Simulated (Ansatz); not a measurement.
# What internal relaxation does to the elastic constants of BaBe

Computed with DFT PBEsol, scalar-relativistic, plane waves, PAW in Ansatz. Plane waves to 420 eV; Γ-centred k mesh 12×12×12; Fermi-Dirac smearing of 0.15 eV. No spin polarisation.

Equilibrium structure at this level:
```
CELL_PARAMETERS angstrom
4.42006 0.00000 0.00000
-2.21003 3.82789 0.00000
0.00000 0.00000 4.04924
ATOMIC_POSITIONS crystal
Ba 0.33333 0.66667 0.00000
Be 0.66667 0.33333 0.50000
```

The cell was built by swapping an element in a database structure (itself possibly hypothetical) and relaxing; it need not be the stable form of this composition. In a metal, frequencies and elastic constants depend on the k mesh and the smearing, soft modes and shear constants most.

Clamped-ion constants (GPa, Voigt order; atoms follow the strain homogeneously):
C11 = 28.5, C12 = 14.6, C13 = 13.7, C22 = 28.5, C23 = 13.7, C33 = 30.9, C44 = 17.2, C55 = 17.2, C66 = 6.9 GPa; the others vanish.

Question: What are the constants once the atoms relax in each strained cell?

Answer:
```
19.0 24.1 13.7  0.0  0.0  0.0
24.1 19.0 13.7  0.0  0.0  0.0
13.7 13.7 30.9  0.0  0.0  0.0
 0.0  0.0  0.0 17.2  0.0  0.0
 0.0  0.0  0.0  0.0 17.2  0.0
 0.0  0.0  0.0  0.0  0.0 -2.5
```
The Voigt shear modulus goes from 11.3 to 7.5 GPa and the Voigt bulk modulus doesn't change. Relaxation subtracts ΛᵀK⁻¹Λ/V, with Λ the forces that a strain puts on the atoms and K the zone-centre force constants. At a stable cell this can only lower the diagonal constants, and it acts only for strains that share their symmetry with an optical mode; elsewhere, and where the coupling is weak, the constants hardly move.